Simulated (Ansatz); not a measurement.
Method: DFT, LDA (PW92), plane waves (420 eV) with PAW, scalar-relativistic (Ansatz 0.2.0). (PAW data from PBE, frozen cores regenerated.)

An element in the bcc structure gives this curve. The cell is scaled uniformly from the relaxed one, with fractional coordinates and shape fixed. Energies are extrapolated to zero smearing, pressures are those at the given smearing. Magnetic state: spin not included.

| V (Å³/atom) | E − E₀ (meV/atom) | P (GPa) |
| --- | --- | --- |
| 12.568 | 181.9 | 39.43 |
| 13.139 | 72.9 | 22.88 |
| 13.710 | 16.1 | 10.00 |
| 14.281 | 0.0 | -0.01 |
| 14.853 | 15.4 | -7.78 |
| 15.424 | 55.3 | -13.77 |
| 15.995 | 114.0 | -18.36 |

(1) Which element is it?
A. phosphorus
B. tungsten
C. palladium
D. titanium

Results:

(1) C. Its fit is V₀ = 14.26 Å³/atom, B₀ = 221 GPa, B₀′ = 5.3.
